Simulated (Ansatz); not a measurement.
The geometry is COD entry 1523972, unchecked; take it as a test cell.

Input and log of a run on ScCu: DFT, LDA, all-electron LAPW, scalar-relativistic (Ansatz 0.2.0).

Command: `ansatz run input.yaml --threads 1 --pin off --max-ram 3072MiB --backend cpu --events-out ev --progress --plain --runs-dir out` The run took 13 s on 1 thread of Intel(R) Xeon(R) Platinum 8488C (Sapphire Rapids) (shared host), peak memory 0.38 GiB.

```yaml
crystal:
  lattice:
    - [3.256, 0.0, 0.0]
    - [0.0, 3.256, 0.0]
    - [0.0, 0.0, 3.256]
  atoms:
    - { symbol: Sc, position: [0.5, 0.5, 0.5] }
    - { symbol: Cu, position: [0.0, 0.0, 0.0] }
kpoints:
  mp_grid: { grid: [11, 11, 11] }
  band_path:
    path:
      - [0.0, 0.0, 0.0]
      - [0.0, 0.5, 0.0]
      - [0.5, 0.5, 0.0]
      - [0.0, 0.0, 0.0]
      - [0.5, 0.5, 0.5]
      - [0.0, 0.5, 0.0]
      - [0.5, 0.5, 0.5]
      - [0.5, 0.5, 0.0]
    npoints: 14
scf:
  occupations: { method: fermi_dirac, width: 0.05 }
hamiltonian:
  xc: lda
  pseudopotentials: { kind: all_electron, lapw: { basis_error: 0.0005 } }
output:
  forces: true
  stress: true
  eigenvalues: true
  populations: true
  dos: { projected: true, de: 0.2, e_range: [-14, 8] }
```

The log:

```
Sc: projections on atomic orbitals take those of the free atom 1s2 2s2 2p6 3s2 3p6 3d1 4s2, of charge +0.00 (hamiltonian.pseudopotentials.projection_atoms)
Cu: projections on atomic orbitals take those of the free atom 1s2 2s2 2p6 3s2 3p6 3d10 4s1, of charge +0.00 (hamiltonian.pseudopotentials.projection_atoms)
LAPW: plane waves up to 8.044 Å⁻¹, error target 5.0e-4 eV per atom; small_component_spin mean_spin; Sc in spheres of 1.396 Å, 11 of its electrons in bands, Dirac shells []; Cu in spheres of 1.424 Å, 19 of its electrons in bands, Dirac shells []
Engine: ansatz 0.2.0
Pseudopotentials: kind: all_electron
Pseudopotential: Sc, LAPW, valence charge 11, Koelling and Harmon's equation, gaussian nucleus
Pseudopotential: Cu, LAPW, valence charge 19, Koelling and Harmon's equation, gaussian nucleus
Functional definition: SPW92
  exchange = slater_x
  correlation = pw_c
Crystal: 2 atoms, lattice volume = 34.519 Å³
Basis set: ecut = 246.52145893628298 eV, 305 PW (Γ), exchange–correlation at level 2
Bands: 19, of which v1, the nominal top of the filled ones, is band 15 counted from 1 (14 counted from 0)
Symmetry: 48 space group operations
Space group: Pm-3m (ITA 221), of the structure as read, at distance tolerance 3.3e-5 Å
k-points: 56 of 1331
Non-local potential: Sc, projectors of the file, none
Non-local potential: Cu, projectors of the file, none
Initial density: superposition of atomic densities (chi_scale 0.1, normalization cell, long waves kept (reshape's long-wave potential 0.00 eV rms))
Initial wavefunctions: plane waves of lowest kinetic energy (no species holds an atomic orbital)
Functional: x = slater, c = lda
iter 1 solved again at ethr=7.91e-3 eV; its pass at ethr=1.00e-1 eV (dr2=2.37e0 eV) is discarded
SCF iter   1: F=—  HF=-65716.667540 eV  |F-HF|=—  |Δ(HF+E_count)|=         —  Δρ=6.65e-2  dr2=2.38e0  ethr=7.91e-3  ⟨swp⟩=2.0  Hψ=7398  notcnv=0
preconditioner: auto → none  [metal: Δε(μ)=0.037 eV  Ē_g=3.665 eV  σ=0.050 eV  W_gap=0.18  n_scr=6 (ndim 8)  ℏωp=23.6 eV  f_vac=0.000  D(μ)=1.86/eV (n_scr^D=18)  sad-step TF]
SCF iter   2: F=—  HF=-65731.910706 eV  |F-HF|=—  |Δ(HF+E_count)|=    1.52e1  Δρ=7.28e-2  dr2=3.40e0  ethr=7.91e-3  ⟨swp⟩=3.0  Hψ=3910  notcnv=0
SCF iter   3: F=—  HF=-65719.309353 eV  |F-HF|=—  |Δ(HF+E_count)|=    1.26e1  Δρ=5.29e-2  dr2=1.87e0  ethr=7.91e-3  ⟨swp⟩=2.0  Hψ=3415  notcnv=0
iter 4 solved again at ethr=2.19e-4 eV; its pass at ethr=6.24e-3 eV (dr2=6.56e-2 eV) is discarded
SCF iter   4: F=—  HF=-65714.294458 eV  |F-HF|=—  |Δ(HF+E_count)|=    5.01e0  Δρ=9.80e-3  dr2=6.54e-2  ethr=2.19e-4  ⟨swp⟩=2.0  Hψ=5759  notcnv=0
SCF iter   5: F=—  HF=-65714.283457 eV  |F-HF|=—  |Δ(HF+E_count)|=   1.10e-2  Δρ=2.15e-3  dr2=2.47e-3  ethr=2.18e-4  ⟨swp⟩=2.1  Hψ=3392  notcnv=0
SCF iter   6: F=—  HF=-65714.272803 eV  |F-HF|=—  |Δ(HF+E_count)|=   1.07e-2  Δρ=7.90e-4  dr2=1.53e-4  ethr=8.22e-6  ⟨swp⟩=3.0  Hψ=3467  notcnv=0
SCF iter   7: F=—  HF=-65714.272120 eV  |F-HF|=—  |Δ(HF+E_count)|=   6.83e-4  Δρ=4.11e-4  dr2=1.12e-4  ethr=5.10e-7  ⟨swp⟩=2.9  Hψ=3292  notcnv=0
SCF iter   8: F=—  HF=-65714.272047 eV  |F-HF|=—  |Δ(HF+E_count)|=   7.23e-5  Δρ=1.25e-4  dr2=1.13e-5  ethr=3.74e-7  ⟨swp⟩=2.0  Hψ=3192  notcnv=0
SCF iter   9: F=—  HF=-65714.272043 eV  |F-HF|=—  |Δ(HF+E_count)|=   4.65e-6  Δρ=3.21e-5  dr2=6.85e-7  ethr=3.76e-8  ⟨swp⟩=2.1  Hψ=3193  notcnv=0
SCF iter  10: F=—  HF=-65714.272042 eV  |F-HF|=—  |Δ(HF+E_count)|=   5.49e-7  Δρ=4.55e-6  dr2=1.32e-8  ethr=2.28e-9  ⟨swp⟩=2.0  Hψ=3189  notcnv=0
SCF iter  11: F=-65714.272042 eV  HF=-65714.272042 eV  |F-HF|=4.66e-10  |Δ(HF+E_count)|=   1.50e-8  Δρ=3.15e-7  dr2=6.29e-11  ethr=4.39e-11  ⟨swp⟩=2.2  Hψ=3210  notcnv=0
SCF 1 converged in 11 iterations: F = -65714.272042 eV  dr2 = 6.29e-11
NSCF: frozen V_eff on 99 k-points
SCF converged after 11 iterations
Free energy (F): -65714.272042 eV
Harris-Foulkes:  -65714.272042 eV  (|F-HF|=4.66e-10)
Internal energy: -65714.257322 eV  (E = F + TS)
E sigma→0 (E₀):  -65714.264682 eV
Entropy (-TS):   -0.014720 eV (-7.360 meV/atom)
Fermi energy:    12.451079 eV
--- Per-component energies (eV) ---
  E_band       = -579.250939
  E_kinetic    = 66632.191977
  E_xc         = -2784.690394
  E_electrostatic = -129561.758904  (all electrons and nuclei)
  E_smearing   = -0.014720  (= −TS)
  E_closure    = 0.000000  (closes the sum)
  E_atoms      = -65703.914363  (free atoms, spherical and without spin; not in F)
  Σ components = -65714.272042   (vs F -65714.272042, Δ=0.00e0)
  Basis errors (estimates in eV, not in F): energy 9.9e-5 per atom: plane waves 8.0e-5 (4.1e-5 summed), levels above the bands 6.9e-35, relativity 2.6e-9, radial functions 1.9e-5, core shells 4.3e-7; eigenvalues (radial functions only) 8.4e-7; not estimated: angular momenta, meshes, grids; target (lapw.basis_error) 5.0e-4; muffin-tin radii Sc 1.396 Å, Cu 1.424 Å
--- Forces (eV/Å), atoms counted from 1 ---
  atom   1  Sc    -0.00000000     0.00000000     0.00000000
  atom   2  Cu    -0.00000000     0.00000000     0.00000000
  max |Σ_I F_I| component: 1.19e-29 eV/Å
--- Stress (GPa, compression-positive) ---
       -7.599566       0.000000       0.000000
        0.000000      -7.599566       0.000000
        0.000000       0.000000      -7.599566
  P = ⅓ Tr σ = -7.5996 GPa (-75.996 kbar)
--- Band table (eV; the first three rows and the last of 56) ---
  k-point 0: bands = ["-99.6917", "-57.4982", "-57.4982", "-57.4982", "-36.7380", "-15.5245", "-15.5245", "-15.5245", "5.3852", "8.6158", "8.6158", "9.4550", "9.4550", "9.4550", "12.9486", "12.9486", "15.5840", "15.5840", "15.5840"]
  k-point 1: bands = ["-99.6917", "-57.4984", "-57.4982", "-57.4982", "-36.7362", "-15.5439", "-15.5229", "-15.5229", "5.5199", "8.6454", "8.6529", "9.4459", "9.4459", "9.4629", "12.9325", "12.9427", "15.3614", "15.3614", "15.5766"]
  k-point 2: bands = ["-99.6917", "-57.4990", "-57.4982", "-57.4982", "-36.7313", "-15.5956", "-15.5187", "-15.5187", "5.9143", "8.7271", "8.7518", "9.4219", "9.4219", "9.4840", "12.8317", "12.8871", "14.8838", "14.8838", "15.5566"]
  k-point 55: bands = ["-99.6915", "-57.5003", "-57.5003", "-57.5003", "-36.6739", "-15.6979", "-15.6975", "-15.6975", "8.9771", "9.0011", "9.0011", "9.7594", "9.7594", "10.8485", "11.1245", "11.1245", "15.6993", "16.1026", "16.1026"]
--- Löwdin populations: 2 sites ---
  site symbol       q [e]
     0     Sc     20.9345
     1     Cu     28.7620
  spilling = 0.006070 (of n_electrons = 50.000000)
```
